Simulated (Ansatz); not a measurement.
Nb₂C:
```yaml
crystal:
  lattice:
    - [10.97287, 0.00000, 0.00000]
    - [0.00000, 3.09351, 0.00000]
    - [0.00000, 0.00000, 4.97577]
  atoms:
    - { symbol: Nb, position: [0.29660, 0.75000, 0.73485] }
    - { symbol: Nb, position: [0.70340, 0.25000, 0.26515] }
    - { symbol: Nb, position: [0.20340, 0.25000, 0.23485] }
    - { symbol: Nb, position: [0.79660, 0.75000, 0.76515] }
    - { symbol: Nb, position: [0.54594, 0.25000, 0.75394] }
    - { symbol: Nb, position: [0.45406, 0.75000, 0.24606] }
    - { symbol: Nb, position: [0.95406, 0.75000, 0.25394] }
    - { symbol: Nb, position: [0.04594, 0.25000, 0.74606] }
    - { symbol: C, position: [0.37565, 0.25000, 0.99033] }
    - { symbol: C, position: [0.62435, 0.75000, 0.00967] }
    - { symbol: C, position: [0.12435, 0.75000, 0.49033] }
    - { symbol: C, position: [0.87565, 0.25000, 0.50967] }
```

Relaxed with r²SCAN. Special points in fractions of this cell's reciprocal vectors: Γ (0.000, 0.000, 0.000); X (0.500, 0.000, 0.000); S (0.500, 0.500, 0.000); Y (0.000, 0.500, 0.000); Z (0.000, 0.000, 0.500); U (0.500, 0.000, 0.500); R (0.500, 0.500, 0.500); T (0.000, 0.500, 0.500).

**Question.** List the band energies nearest the Fermi level at these points for the program Ansatz at the r²SCAN with spin–orbit coupling level (PAW).

**Answer.** In eV from the Fermi level; about four levels below and three above (degenerate sets whole), none deeper than 8.9 eV; points with the same levels are listed once.

```json
[
 {"k": "Γ", "below": "-0.18 -0.18 -0.06 -0.06", "above": "0.50 0.50 0.61 0.61"},
 {"k": "X", "below": "-0.45 -0.45 -0.45 -0.45", "above": "0.02 0.02 0.02 0.02"},
 {"k": "S", "below": "-0.65 -0.65 -0.65 -0.65", "above": "2.74 2.74 2.74 2.74"},
 {"k": "Y", "below": "-0.51 -0.51 -0.51 -0.51", "above": "2.58 2.58 2.58 2.58"},
 {"k": "Z", "below": "-0.46 -0.46 -0.46 -0.46", "above": "0.56 0.56 0.56 0.56"},
 {"k": "U", "below": "-0.45 -0.45 -0.45 -0.45", "above": "0.52 0.52 0.52 0.52"},
 {"k": "R", "below": "-0.37 -0.37 -0.37 -0.37", "above": "1.00 1.00 1.00 1.00"},
 {"k": "T", "below": "-0.15 -0.15 -0.15 -0.15", "above": "0.72 0.72 0.72 0.72"}
]
```

Space group Pnma. The workflow started from a Materials Project entry (that database holds measured and hypothetical structures alike); the Crystallography Open Database copy checked does not list it. Its standing as an ambient phase is unchecked. Symmetry was held in the r²SCAN relaxation; whether a distortion lowers the energy is not shown. No spin polarisation was allowed.

Potentials: the earlier of the program's two PAW sets. The files were generated under PBE; for other functionals the program regenerates the frozen cores, and for LDA and PBEsol the local potential too.
